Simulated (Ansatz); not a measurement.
Cs₂Pt₃Se₄ in space group Fmmm (No. 69; Cs on 8i, Pt on 8e, Pt on 4a, Se on 16m), r²SCAN (plane waves, PAW; program Ansatz). The conduction-band minimum lies on the A0–Z line, 24 % of the way from A0, with 4 equivalent valleys. Second derivatives d²E/dk² of the lowest band at one valley (eV·Å²), along Cartesian directions:

```csv
direction,d²E/dk²
[100],17.98
[010],2.040
[001],5.577
[110],10.07
[101],11.82
[011],3.809
```

Q: Find the principal effective masses, the density-of-states mass and the conductivity mass.

A: Off-diagonal terms follow from H_xy = H[110] − (H_xx + H_yy)/2, and m*/mₑ = 7.620 eV·Å² over each eigenvalue: 0.42, 1.4, 3.7. One valley's DOS mass (m₁m₂m₃)^(1/3) = 1.3, conductivity mass 3/(Σ 1/mᵢ) = 0.89 mₑ.

Q: What effective density of states Nc follows at 300 K for parabolic valleys?

A: Nc = 2.509e19 × 4 × (1.3)^(3/2) ≈ 1.5e20 cm⁻³.

The workflow started from a Materials Project entry (that database holds measured and hypothetical structures alike); the Crystallography Open Database copy checked does not list it. Its standing as an ambient phase is unchecked. Symmetry was held in the r²SCAN relaxation; its stability against distortions is not shown here. No spin polarisation was allowed. Spin–orbit coupling is left out wherever it is not named.

Potentials: the later of the program's two PAW sets.

Edges and masses are those of Kohn–Sham bands, whose gap is no quasiparticle gap.
